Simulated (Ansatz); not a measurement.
Rh:
```
CELL_PARAMETERS angstrom
      2.65781     0.00000     0.00000
     -1.32891     2.30173     0.00000
      0.00000     0.00000     8.66007
ATOMIC_POSITIONS crystal
  Rh 0.00000 0.00000 0.00000
  Rh 0.00000 0.00000 0.50000
  Rh 0.33333 0.66667 0.25000
  Rh 0.66667 0.33333 0.75000
```

Relaxed with LDA. Special points in fractions of this cell's reciprocal vectors: Γ (0.000, 0.000, 0.000); M (0.500, 0.000, 0.000); K (0.333, 0.333, 0.000); A (0.000, 0.000, 0.500); L (0.500, 0.000, 0.500); H (0.333, 0.333, 0.500).

Task: List the band energies nearest the Fermi level at these points for LDA (plane waves, PAW; program Ansatz).

Result: In eV from the Fermi level; about four levels below and three above (degenerate sets whole), none deeper than 8.9 eV; points with the same levels are listed once.

```tsv
k	below	above
Γ	-0.93 -0.93 -0.38 -0.38	0.45 0.45 0.62
M	-2.87 -2.35 -1.70 -1.69	0.58 0.58 0.64
K	-1.92 -1.92 -0.83 -0.83 -0.07	0.07 0.07 0.29
A	-1.23 -1.23 -1.23 -1.23	0.07 0.07 0.07 0.07
L	-1.09 -1.09 -0.13 -0.13	0.61 0.61 0.85 0.85
H	-1.91 -1.91 -1.16 -1.16	0.12 0.12 0.39 0.39
```

Space group P6_3/mmc (dhcp (α-La type)). The first step of the workflow began from a Materials Project structure, measured or hypothetical; the Crystallography Open Database copy checked does not list it. It is not the phase usual at ambient conditions (space group No. 225). The LDA relaxation kept the symmetry of its start; its stability against distortions is not shown here. The run is not spin-polarised. Spin–orbit coupling is left out wherever it is not named.

Potentials: the later of the program's two PAW sets.
